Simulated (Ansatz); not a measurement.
Mg2SiNi3:
```
Mg2SiNi3
1.0
    2.47384     1.42827     3.65882
   -2.47384     1.42827     3.65882
    0.00000    -2.85655     3.65882
Mg Si Ni
2 1 3
Direct
  0.12539   0.12539   0.12539
  0.87461   0.87461   0.87461
  0.50000   0.50000   0.50000
  0.50000   0.50000   0.00000
  0.00000   0.50000   0.50000
  0.50000   0.00000   0.50000
```

This is the r²SCAN-relaxed structure.

### Question
All from r²SCAN (plane waves, PAW; program Ansatz), unless another level is named. Predict the electronic character.

### Answer
metallic (no gap).

### Question
What about the formation energy from the elements (no fitted shifts)?

### Answer
-43 kJ/mol-atom.

### Question
Next, the density of states at the Fermi level?

### Answer
0.39 states/eV per atom (mean over ±0.08 eV).

Space group R-3m. The workflow started from a Materials Project entry (that database holds measured and hypothetical structures alike); the Crystallography Open Database copy checked does not list it. Whether it is the stable phase at ambient conditions was not checked. The cell was relaxed with r²SCAN under the symmetry of its start; its stability against distortions is not shown here. The run is not spin-polarised. The references are the lowest solids computed at this level, not always the standard phases.

Potentials: the later of the program's two PAW sets.
